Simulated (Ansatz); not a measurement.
Total density of states per atom from the program Ansatz at the r²SCAN+D4 level (PAW), in 0.25 eV bins, energy from the Fermi level:

(E (eV), states/eV/atom): (-7.85, 0.04); (-7.60, 0.06); (-7.35, 0.07); (-7.10, 0.08); (-6.85, 0.10); (-6.60, 0.35); (-6.35, 0.88); (-6.10, 1.30); (-5.85, 1.54); (-5.60, 1.52); (-5.35, 1.12); (-5.10, 1.00); (-4.85, 1.18); (-4.60, 1.40); (-4.35, 1.04); (-4.10, 1.37); (-3.85, 1.33); (-3.60, 0.74); (-3.35, 0.86); (-3.10, 1.72); (-2.85, 1.53); (-2.60, 1.25); (-2.35, 1.76); (-2.10, 1.29); (-1.85, 1.45); (-1.60, 1.59); (-1.35, 1.22); (-1.10, 0.94); (-0.85, 0.89); (-0.60, 0.85); (-0.35, 0.83); (-0.10, 0.78); (0.15, 0.76); (0.40, 0.80); (0.65, 0.92); (0.90, 1.16); (1.15, 1.37); (1.40, 1.73); (1.65, 1.95); (1.90, 1.17); (2.15, 0.25); (2.40, 0.25); (2.65, 0.24); (2.90, 0.24); (3.15, 0.24); (3.40, 0.24); (3.65, 0.24); (3.90, 0.24); (4.15, 0.24); (4.40, 0.23); (4.65, 0.22)

### Question
Which of these materials gives this?
A) Ru, hcp (Mg type)
B) Lu, hcp (Mg type)
C) Gd, hcp (Mg type)
D) Be, hcp (Mg type)

### Answer
A, Ru, hcp (Mg type). Within 0.5 eV of the Fermi level: Ru 4d 93 %. Projections are on Löwdin-orthogonalised atomic valence shells; empty p or d shells of many metals are not among them.

Space group P6_3/mmc (hcp (Mg type)). The cell was relaxed with r²SCAN+D4 under the symmetry of its start. The run is not spin-polarised. The pairwise dispersion correction was not fitted to metals. Spin–orbit coupling is left out wherever it is not named.

Potentials: the earlier of the program's two PAW sets.
